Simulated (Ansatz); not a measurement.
Ga4AsP3 as one 8-atom ordering (P-43m) on the zincblende lattice: a relaxation of cell and atoms in the PAW code Ansatz (r2SCAN). The starting cell comes from a relaxation with PBE.

```yaml
crystal:
  lattice:
    - [5.5639371304, 0.0, 0.0]
    - [0.0, 5.5639371304, 0.0]
    - [0.0, 0.0, 5.5639371304]
  atoms:
    - { symbol: P, position: [0.5, 0.0, 0.0] }
    - { symbol: Ga, position: [0.24557888, 0.75442112, 0.75442112] }
    - { symbol: P, position: [0.0, 0.5, 0.0] }
    - { symbol: Ga, position: [0.75442112, 0.24557888, 0.75442112] }
    - { symbol: P, position: [0.0, 0.0, 0.5] }
    - { symbol: Ga, position: [0.75442112, 0.75442112, 0.24557888] }
    - { symbol: As, position: [0.5, 0.5, 0.5] }
    - { symbol: Ga, position: [0.24557888, 0.24557888, 0.24557888] }
kpoints:
  mp_grid: { grid: [4, 4, 4] }
hamiltonian:
  xc: r2scan
scf:
  occupations: { method: fermi_dirac, width: 0.02 }
relax:
  f_tol: 0.005
  cell: {}
```

Some lines of the output have been replaced by numbered gaps.
```
Pseudopotential: P, paw, valence charge 5, recommended cutoff 500 eV (meta_gga)
Pseudopotential: Ga, paw, valence charge 13, recommended cutoff 500 eV (meta_gga)
Pseudopotential: As, paw, valence charge 15, recommended cutoff 500 eV (meta_gga)
Functional definition: r2SCAN
Crystal: 8 atoms, lattice volume = 172.245 Å³
Basis set: ecut = 500 eV, 4385 PW (Γ)
Bands: 50, of which v1, the nominal top of the filled ones, is band 41 counted from 1 (40 counted from 0)
Symmetry: 24 space group operations
Space group: P-43m (ITA 215)
k-points: 10 of 64 (time reversal used)
preconditioner: auto → Resta (q_TF=auto, 2.411 Å⁻¹)  ε∞=3.6  [insulator: Δε(μ)=1.546 eV  σ=0.020 eV  ℏωp=24.0 eV]
relax step 1: F+E_penalty+E_count = -22307.10602579 eV  max|allowed force component| = 2.615e-2 eV/Å  Δτ_max = 0.0000 Å  P = -2.538 GPa  Ω = 172.245 Å³
--- Relaxed structure (4 steps of the walk, 4 accepted, 1 SCFs on fresh bases) ---
[1]
```

**Question.** Fill in the blanks. They hold the relaxed structure.

**Answer.**
```
[1]
  F+E_penalty+E_count = -22307.15114662 eV   max|allowed force component| = 5.702e-4 eV/Å
  cell:  # Å, volume = 166.7423 Å³
    - [5.504045, 0.000000, 0.000000]
    - [0.000000, 5.504045, 0.000000]
    - [0.000000, 0.000000, 5.504045]
  atoms:
    - { symbol: P, position: [0.500000, 0.000000, 0.000000] }
    - { symbol: Ga, position: [0.245814, 0.754186, 0.754186] }
    - { symbol: P, position: [0.000000, 0.500000, 0.000000] }
    - { symbol: Ga, position: [0.754186, 0.245814, 0.754186] }
    - { symbol: P, position: [0.000000, 0.000000, 0.500000] }
    - { symbol: Ga, position: [0.754186, 0.754186, 0.245814] }
    - { symbol: As, position: [0.500000, 0.500000, 0.500000] }
    - { symbol: Ga, position: [0.245814, 0.245814, 0.245814] }
```
Only the leading digits can be foreseen; the rest is this run's record.

Run as `ansatz run input.yaml --threads 4 --pin off --max-ram 6451MiB --backend cpu --events-out ev --progress --plain --runs-dir out`. It took 23 s on 4 threads of Arm Neoverse V1, on a shared host; peak host memory 0.86 GiB.

Spin-unpolarised throughout. Whether this structure exists isn't addressed.

The runs are scalar-relativistic, without spin-orbit coupling.
